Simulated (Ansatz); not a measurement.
Computed with DFT PBE, scalar-relativistic, plane waves, PAW in Ansatz. All cells share a 420 eV cutoff and Γ-centred k meshes spaced about 0.3 Å⁻¹ or finer (0.25 for metals, 2π included). No spin polarisation in the final relaxations.

Temperature and zero-point effects are left out. All come from trial cells, and lower structures may exist.

Question: These unrelaxed guesses for BaCd3Se4 are each relaxed within their symmetry. Order them by the energy at which they end, lowest first.
A.

```
CELL_PARAMETERS angstrom
6.48716 0.00000 0.00000
0.00000 3.75895 0.00000
-0.00134 0.00000 7.37193
ATOMIC_POSITIONS crystal
Ba 0.00000 0.00000 0.50000
Cd 0.50000 0.50000 0.50000
Cd 0.00000 0.00000 0.00000
Cd 0.50000 0.50000 0.00000
Se 0.83702 0.50000 0.74589
Se 0.33029 0.00000 0.74749
Se 0.66971 0.00000 0.25251
Se 0.16298 0.50000 0.25411
```

B.

```
CELL_PARAMETERS angstrom
-4.23640 4.23640 3.45254
4.23640 -4.23640 3.45254
4.23640 4.23640 -3.45254
ATOMIC_POSITIONS crystal
Ba 0.00000 0.00000 0.00000
Cd 0.50000 0.00000 0.50000
Cd 0.00000 0.50000 0.50000
Cd 0.50000 0.50000 0.00000
Se 0.40869 0.40869 0.35159
Se 0.05710 0.05710 0.64841
Se 0.59131 0.94290 0.00000
Se 0.94290 0.59131 0.00000
```

C.

```
CELL_PARAMETERS angstrom
4.72144 0.00000 0.00000
0.00000 4.72144 0.00000
0.00000 0.00000 13.28198
ATOMIC_POSITIONS crystal
Ba 0.00000 0.00000 0.00000
Cd 0.50000 0.50000 0.74759
Cd 0.00000 0.00000 0.50000
Cd 0.50000 0.50000 0.25241
Se 0.00000 0.50000 0.62406
Se 0.50000 0.00000 0.37594
Se 0.00000 0.50000 0.12904
Se 0.50000 0.00000 0.87096
```

D.

```
CELL_PARAMETERS angstrom
6.18886 0.00000 0.00000
0.00000 6.18886 0.00000
0.00000 0.00000 6.18886
ATOMIC_POSITIONS crystal
Ba 0.00000 0.00000 0.00000
Cd 0.00000 0.50000 0.50000
Cd 0.50000 0.50000 0.00000
Cd 0.50000 0.00000 0.50000
Se 0.73850 0.73850 0.26150
Se 0.73850 0.26150 0.73850
Se 0.26150 0.73850 0.73850
Se 0.26150 0.26150 0.26150
```

Answer: C (ends in P-4m2, 0 meV/atom), D (ends in P-43m, 14 meV/atom), A (ends in P2/m, 57 meV/atom), B (ends in I-42m, 72 meV/atom).

With atoms moved at random, P-4m2 (by 53 meV/atom) fell into a lower structure; P2/m went lower on a coarse mesh, which no converged run confirmed; P-43m came back. Without a clear test, and held by symmetry: I-42m. Some types were kept out of the candidates beforehand, so the set may lack a known form.
